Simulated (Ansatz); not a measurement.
The end of the path is a generated cell of BaTe2: the first start was made by placing the elements on the sites of a structure type, and the end was not matched to a known phase here, so it may be hypothetical.

A geometry of BaTe₂ away from equilibrium: step 2 of the relaxation of a generated cell, BaTe2 built in the AFLOW prototype A2B_oP12_62_2c_c (C37, as in Co2Si). Level of theory: PBE (plane waves to 420 eV, PAW, scalar-relativistic; Ansatz, an electronic-structure program). Γ-centred k-mesh 3×4×2 on the run's cell (coarser than for final values), Fermi–Dirac smearing 0.05 eV. The plane waves were selected for a different cell earlier on the path.

```xyz
12
Lattice="7.2195 0.0000 0.0000 0.0000 5.6203 0.0000 0.0000 0.0000 10.9727" Properties=species:S:1:pos:R:3 pbc="T T T"
Te     4.0478     1.4051     8.5474
Te     0.4380     1.4051     7.9116
Te     3.1717     4.2152     2.4253
Te     6.7815     4.2152     3.0610
Te     1.2509     1.4051     0.6810
Te     4.8607     1.4051     4.8054
Te     5.9686     4.2152    10.2917
Te     2.3589     4.2152     6.1673
Ba     5.0243     1.4051     1.2559
Ba     1.4146     1.4051     4.2305
Ba     2.1952     4.2152     9.7168
Ba     5.8049     4.2152     6.7422
```

### Question
Give the Cartesian forces on all atoms (eV/Å).

### Answer
```json
[
 {"atom": "Te1", "Fx": "0.29", "Fy": "0.00", "Fz": "-0.10"},
 {"atom": "Te2", "Fx": "0.29", "Fy": "0.00", "Fz": "0.10"},
 {"atom": "Te3", "Fx": "-0.29", "Fy": "0.00", "Fz": "0.10"},
 {"atom": "Te4", "Fx": "-0.29", "Fy": "0.00", "Fz": "-0.10"},
 {"atom": "Te5", "Fx": "-0.04", "Fy": "0.00", "Fz": "0.09"},
 {"atom": "Te6", "Fx": "-0.04", "Fy": "0.00", "Fz": "-0.09"},
 {"atom": "Te7", "Fx": "0.04", "Fy": "0.00", "Fz": "-0.09"},
 {"atom": "Te8", "Fx": "0.04", "Fy": "0.00", "Fz": "0.09"},
 {"atom": "Ba9", "Fx": "-0.05", "Fy": "0.00", "Fz": "0.10"},
 {"atom": "Ba10", "Fx": "-0.05", "Fy": "0.00", "Fz": "-0.10"},
 {"atom": "Ba11", "Fx": "0.05", "Fy": "0.00", "Fz": "-0.10"},
 {"atom": "Ba12", "Fx": "0.05", "Fy": "0.00", "Fz": "0.10"}
]
```

The path ends in Pnma (No. 62). No spin polarisation in the result.

The run could not lose the symmetry of its start: the end is stationary, and may be a saddle point rather than a minimum.
